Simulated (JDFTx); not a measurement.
Cu(111) slab cut from bulk Cu (space group Fm-3m, indices of the conventional cell, lattice of the Materials Project entry mp-30, not re-optimised): 6 atoms in 6 planes, a 1x1 cell of 5.54 Å² (|a| = 2.530, |b| = 2.530 Å), 10.4 Å between the outermost planes, cell height 26.3 Å, 10×10×1 k mesh, Fermi smearing 0.01 Ha, no spin polarisation.

Computed with JDFTx (a modified build): PBE, GBRV ultrasoft potentials, plane waves to 20/100 Ha. Liquid: linear PCM (GLSSA13), water, 1 M NaCl. The neutral cell holds 114 valence electrons and has two faces of 5.542 Å² each. Last filling lines of the neutral and of a charged run (μ in hartree, zero in the bulk liquid):

```
FillingsUpdate:  mu: -0.169629212  nElectrons: 114.000000
FillingsUpdate:  mu: -0.192566000  nElectrons: 113.924605
```

Worked example: both potentials, by the convention U = −μ/e − 4.44 V vs SHE, the surface charge density and the mean capacitance.

U_pzc = 0.16963 × 27.2114 − 4.44 = 0.18 V; U = 0.19257 × 27.2114 − 4.44 = 0.80 V. The cell has -0.0754 excess electrons, a net charge of 0.0754 e, shared by two faces: σ = 0.0754 e / (2 × 5.542 Å²) = 0.00680 e/Å² = 10.9 μC/cm² (1 e/Å² = 1602.18 μC/cm²). C = σ/(U − U_pzc) = 10.9/0.62 ≈ 17 μF/cm².
